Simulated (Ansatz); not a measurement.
Ba (bcc (W type), Im-3m) under volume change, plane-wave PAW PBEsol (Ansatz code), scaled uniformly.

| V (Å³/atom) | E − E(relaxed) (meV/atom) | P (GPa) |
|---|---|---|
| 52.774 | 14.8 | 0.98 |
| 54.513 | 6.3 | 0.61 |
| 56.253 | 1.5 | 0.28 |
| 57.993 | 0.0 | 0.00 |
| 59.733 | 1.4 | -0.26 |
| 61.472 | 5.5 | -0.48 |
| 63.212 | 11.8 | -0.68 |

Task: What does a third-order Birch–Murnaghan fit give for V₀, B₀ and B′?

Result: V₀ = 57.96 Å³/atom, B₀ = 9.0 GPa, B′ = 3.1.

Symmetry was held in the PBEsol relaxation. Spin–orbit coupling is left out wherever it is not named.

Potentials: the later of the program's two PAW sets.
